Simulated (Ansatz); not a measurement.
NiSi₂ (fluorite type, space group Fm-3m)

```yaml
crystal:
  lattice:
    - [0.00000, 2.69483, 2.69483]
    - [2.69483, 0.00000, 2.69483]
    - [2.69483, 2.69483, 0.00000]
  atoms:
    - { symbol: Ni, position: [0.00000, 0.00000, 0.00000] }
    - { symbol: Si, position: [0.25000, 0.25000, 0.25000] }
    - { symbol: Si, position: [0.75000, 0.75000, 0.75000] }
```

Two coordinates are scanned: the volume, and the ratio of the stretch along z (the conventional c axis) to the stretch across it. Atoms keep their fractional coordinates.

These are r2SCAN (plane waves to 500 eV, PAW, scalar-relativistic; Ansatz, a program for electronic structure) values and carry that method's errors. k mesh 15×15×15 (Γ-centred), Fermi-Dirac smearing 0.05 eV. E stands for the smeared free energy. Compression counts positive. With partly filled bands, the response to shear is sensitive to the k mesh, so small differences along c/a are uncertain. NiSi2 is run without spin polarisation. NiSi2 was relaxed with its symmetry unable to fall. The PAW data are Ansatz's earlier set. ΔE is measured from the relaxed starting cell.

ΔE (eV/atom), with V/V₀ across and (c/a)/(c/a)₀ down:

```csv
(c/a)/(c/a)₀ \ V/V₀,0.920,0.960,1.000,1.040,1.080
0.960,0.052,0.014,0.003,0.013,0.040
0.980,0.050,0.012,0.001,0.011,0.038
1.000,0.049,0.011,0.000,0.010,0.037
1.020,0.050,0.012,0.001,0.011,0.038
1.040,0.052,0.014,0.003,0.013,0.040
```

P (GPa), with V/V₀ across and (c/a)/(c/a)₀ down:

| (c/a)/(c/a)₀ \ V/V₀ | 0.920 | 0.960 | 1.000 | 1.040 | 1.080 |
|---|---|---|---|---|---|
| 0.960 | 16.4 | 7.2 | 0.0 | -5.9 | -10.5 |
| 0.980 | 16.4 | 7.2 | 0.0 | -5.9 | -10.5 |
| 1.000 | 16.4 | 7.2 | 0.0 | -5.9 | -10.6 |
| 1.020 | 16.4 | 7.2 | 0.0 | -5.9 | -10.5 |
| 1.040 | 16.4 | 7.2 | -0.1 | -5.9 | -10.5 |

Derived quantities:

```
Property                                                             Result
-------------------------  ------------------------------------------------
Lowest place on the grid    V/V₀ = 1.000, (c/a)/(c/a)₀ = 1.000 (0 meV/atom)
Highest place on the grid  V/V₀ = 0.920, (c/a)/(c/a)₀ = 0.960 (52 meV/atom)
```

(A scan under strain: stresses follow from slopes of the energy per volume, elastic moduli from its curvatures.)
